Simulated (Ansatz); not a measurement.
Ti3Al (D019 type, space group P6_3/mmc)

```cif
data_Al2Ti6
_chemical_formula_sum 'Ti6 Al2'
_space_group_name_H-M_alt 'P63/mmc'
_space_group_IT_number 194
_space_group_name_Hall '-P 6c 2c'
_cell_length_a 5.74712
_cell_length_b 5.74712
_cell_length_c 4.63151
_cell_angle_alpha 90.000
_cell_angle_beta 90.000
_cell_angle_gamma 120.000
loop_
_atom_site_label
_atom_site_type_symbol
_atom_site_symmetry_multiplicity
_atom_site_Wyckoff_symbol
_atom_site_fract_x
_atom_site_fract_y
_atom_site_fract_z
_atom_site_occupancy
Ti1 Ti 6 h 0.34035 0.17018 0.25000 1
Al1 Al 2 c 0.33333 0.66667 0.25000 1
```

Equation-of-state scan: isotropic scaling of the cell above, V₀ being its volume. The atoms relax within the cell's symmetry.

The numbers are results of r2SCAN (plane waves to 500 eV, PAW, scalar-relativistic; Ansatz, an electronic-structure program), not measurements. k mesh 10×10×10 (Γ-centred), Fermi-Dirac smearing 0.05 eV. The energy includes the smearing's −TS. With the shape held, the modulus is that of even scaling; a crystal free to change shape is softer. Ti3Al is run without spin polarisation. Ti3Al was relaxed with its symmetry unable to fall. The zero of ΔE is the relaxed starting cell. The last digit holds for this mesh only.

| V (Å³/atom) | ΔE (meV/atom) |
|---|---|
| 15.567 | 24.8 |
| 15.765 | 15.5 |
| 15.964 | 8.6 |
| 16.163 | 3.7 |
| 16.361 | 0.9 |
| 16.560 | 0.0 |
| 16.759 | 0.9 |
| 16.958 | 3.5 |
| 17.156 | 7.7 |
| 17.355 | 13.4 |
| 17.554 | 20.6 |

Problem. What is the fitted pressure derivative B₀′?

Solution. 3.6.

Problem. What bulk modulus at fixed cell shape B₀ follows from a third-order Birch-Murnaghan fit?

Solution. 121 GPa.

(A scan under strain: stresses follow from slopes of the energy per volume, elastic moduli from its curvatures.)
